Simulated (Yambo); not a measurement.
# Convergence of the G0W0 gap of KI

G0W0@PBEsol for KI (rock salt, space group Fm-3m, No. 225) in Yambo. Reference settings: 4×4×4 Γ-centred k mesh, 176 bands and a 6 Ry block in the screening, 176 bands in G with the Bruneval-Gonze terminator, plasmon pole fitted at 27.2 eV. The PBEsol gap Γ → Γ on this mesh is 3.54 eV; G0W0 gaps are taken between the same points.

```json
[
 {"change from the reference": "reference settings", "G0W0 gap Γ → Γ (eV)": "5.69", "shift of the valence edge (eV)": "-1.54", "rough Yambo cost": "1"},
 {"change from the reference": "64 bands in G", "G0W0 gap Γ → Γ (eV)": "5.65", "shift of the valence edge (eV)": "-1.43", "rough Yambo cost": "–"},
 {"change from the reference": "110 bands in G", "G0W0 gap Γ → Γ (eV)": "5.69", "shift of the valence edge (eV)": "-1.52", "rough Yambo cost": "–"},
 {"change from the reference": "80 bands in W", "G0W0 gap Γ → Γ (eV)": "5.65", "shift of the valence edge (eV)": "-1.39", "rough Yambo cost": "about 1/2"},
 {"change from the reference": "3 Ry block", "G0W0 gap Γ → Γ (eV)": "5.47", "shift of the valence edge (eV)": "-1.36", "rough Yambo cost": "within a factor of two"},
 {"change from the reference": "1 Ry block", "G0W0 gap Γ → Γ (eV)": "5.25", "shift of the valence edge (eV)": "-1.17", "rough Yambo cost": "within a factor of two"},
 {"change from the reference": "no random integration", "G0W0 gap Γ → Γ (eV)": "5.59", "shift of the valence edge (eV)": "-1.32", "rough Yambo cost": "–"},
 {"change from the reference": "2×2×2 mesh", "G0W0 gap Γ → Γ (eV)": "5.56", "shift of the valence edge (eV)": "-1.41", "rough Yambo cost": "about 1/10"},
 {"change from the reference": "no terminator", "G0W0 gap Γ → Γ (eV)": "5.65", "shift of the valence edge (eV)": "-1.43", "rough Yambo cost": "–"}
]
```

The reference isn't shown to be the converged limit. Costs are rough (shared machines), scaled to the same edge states, and given only for runs that recompute the screening.

Spin-orbit coupling is included.

Geometry relaxed with PBEsol; primitive cell a = b = c = 4.953 Å, α = β = γ = 60.00°.

A shift is the quasiparticle energy of the state minus its PBEsol energy.
